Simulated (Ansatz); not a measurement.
Relaxed KMgF₃ (cubic perovskite):

```xyz
10
Lattice="8.1085 0.0000 0.0000 4.0543 4.0543 0.0000 0.0000 0.0000 4.0543" Properties=species:S:1:pos:R:3 pbc="T T T"
K     10.1357     2.0271     2.0271
K      6.0814     2.0271     2.0271
Mg     0.0000     0.0000     0.0000
Mg     4.0543     0.0000     0.0000
F      8.1085     2.0271     0.0000
F      4.0543     2.0271     0.0000
F      2.0271     0.0000     0.0000
F      6.0814     0.0000     0.0000
F      0.0000     0.0000     2.0271
F      4.0543     0.0000     2.0271
```

A phonon eigenvector at M = (0.5, 0.5, 0.0) is frozen into this cell: atom i moves by Q times the vector below, so Q is the largest atomic displacement, in Å. The cell is held. (q is in reciprocal vectors of the primitive cell; the cell shown is doubled to hold the pattern.)

```csv
atom,x,y,z
Mg3,0.000,0.000,0.598
Mg4,0.000,0.000,-0.598
F9,0.000,0.000,-1.000
F10,0.000,0.000,1.000
```

Atoms not listed stay in place.

These are PBE (plane waves to 420 eV, PAW, scalar-relativistic; Ansatz, a program for electronic structure) values and carry that method's errors. k mesh 8×8×8 (Γ-centred), Fermi-Dirac smearing 0.05 eV. KMgF3 was relaxed with its symmetry unable to fall.

At one point of the scan the forces (eV/Å) are:

```tsv
atom	Fx	Fy	Fz
K1	0.000	0.000	0.000
K2	0.000	0.000	0.000
Mg3	0.000	0.000	0.314
Mg4	0.000	0.000	-0.314
F5	0.000	0.000	0.000
F6	0.000	0.000	0.000
F7	0.000	0.000	0.000
F8	0.000	0.000	0.000
F9	0.000	0.000	-0.408
F10	0.000	0.000	0.408
```

Problem. Which point is it?
A. Q = -0.067 Å
B. Q = -0.017 Å
C. Q = -0.050 Å
D. Q = -0.033 Å

Solution. D, Q = -0.033 Å

(For displaced atoms, the force is minus the slope of the energy, and its curvature is a force constant, which sets phonon frequencies.)
